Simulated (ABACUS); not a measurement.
A self-consistent single point of C (P6_3/mmc, 4 atoms in the cell; from Materials Project mp-48, changed as shown) with ABACUS.

Level of theory: PBE, PseudoDojo 0.5 standard norm-conserving PBE (tails mended) pseudopotentials (plane waves; ABACUS 3.10.1).

The change in words: volume scaled by 1.04. Reference geometry (P6_3/mmc):
```xyz
4
Lattice="2.4673 0.0000 0.0000 -1.2336 2.1367 0.0000 0.0000 0.0000 7.8031" Properties=species:S:1:pos:R:3 pbc="T T T"
C      0.0000     0.0000     1.9508
C      0.0000     0.0000     5.8523
C      0.0000     1.4245     1.9508
C      1.2336     0.7122     5.8523
```

Reference input (self-consistent single point, DFT, PBE, plane waves, PseudoDojo 0.5 standard norm-conserving PBE (tails mended) pseudopotentials): KPT = Gamma 15 15 5 0 0 0; basis_type = pw; ecutwfc = 82 Ry; smearing_method = mp; smearing_sigma = 0.0199916 Ry; potentials = PseudoDojo 0.5 standard norm-conserving PBE (tails mended); symmetry = 1; ks_solver = cg; scf_nmax = 100; scf_thr = 1.0e-09 Ry; mixing_type = broyden. This run's input differs from it in these lines:

```diff
@@ -24,5 +24,5 @@
 LATTICE_VECTORS
-   2.4672900000    0.0000000000    0.0000000000
-  -1.2336450000    2.1367360000    0.0000000000
-   0.0000000000    0.0000000000    7.8030700000
+   2.4997570000    0.0000000000    0.0000000000
+  -1.2498790000    2.1648530000    0.0000000000
+   0.0000000000    0.0000000000    7.9057510000
 
@@ -34,6 +34,6 @@
 4
-   0.0000000000    0.0000000000    1.9507675000
-   0.0000000000    0.0000000000    5.8523025000
-  -0.0000012336    1.4244913789    1.9507675000
-   1.2336462336    0.7122446211    5.8523025000
+   0.0000000000    0.0000000000    1.9764377500
+   0.0000000000    0.0000000000    5.9293132500
+  -0.0000015832    1.4432360550    1.9764377500
+   1.2498795832    0.7216169450    5.9293132500
 # file: KPT
```

Output (repeated stretches shortened):

```
 SELF-CONSISTENT
 -------------------------------------------
                                 init_chg = atomic

 PW ALGORITHM --------------- ION=   1  ELEC=   1--------------------------------

 Density error is 0.345212232449
                          Error Threshold = 0.01
 E_KohnSham     -48.1320798131       -654.8705420496
 E_Fermi        0.2471922683         3.3632233499

 PW ALGORITHM --------------- ION=   1  ELEC=   2--------------------------------

 Density error is 0.00348388209053
                          Error Threshold = 0.00215757645281
 E_KohnSham     -48.1858028595       -655.6014815937
   [... lines left out ...]

 Density error is 1.18001696498e-09
                          Error Threshold = 4.40353981702e-11
 E_KohnSham     -48.1875620474       -655.6254165736
 E_Fermi        0.3712079069         5.0505426762

 PW ALGORITHM --------------- ION=   1  ELEC=   9--------------------------------

 Density error is 2.22467035292e-11
                          Error Threshold = 7.37510603114e-12
 E_KohnSham     -48.1875620477       -655.6254165772
 E_KS(sigma->0) -48.1875196746       -655.6248400614
 E_entropy(-TS) -0.0001271194        -0.0017295476
 E_Fermi        0.3712055526         5.0505106440
 charge density convergence is achieved
 final etot is -655.62541658 eV
 EFERMI = 5.050510644 eV

 STATE ENERGY(eV) AND OCCUPATIONS    NSPIN == 1
   [... 15 lines left out ...]

 TOTAL-FORCE (eV/Angstrom)
                        C1        -0.0000679241         0.0000392160         0.0000000000
                        C2         0.0000679241        -0.0000392160         0.0000000000
                        C3         0.0000691587        -0.0000399288         0.0000000000
                        C4        -0.0000691587         0.0000399288         0.0000000000

 TOTAL-STRESS (KBAR)
      -133.8244182027         0.0000123933         0.0000000000
         0.0000123933      -133.8243762740         0.0000000000
         0.0000000000         0.0000000000         2.1432802727
 TOTAL-PRESSURE: -88.501838 KBAR

 --------------------------------------------
 !FINAL_ETOT_IS -655.6254165772116949 eV
 --------------------------------------------
```

The run converged in 9 iterations. Against the reference run the free energy rises by 11.7 meV/atom and the pressure goes from -0.24 to -8.85 GPa.

The structure comes from a collection of computed structures, made at another level of theory; the collection holds predicted forms beside known ones.

Cost on one core: very roughly 3.0 core-minutes.

“Tails mended”: in these copies of the files the far tail of each local potential was reset to the Coulomb form.
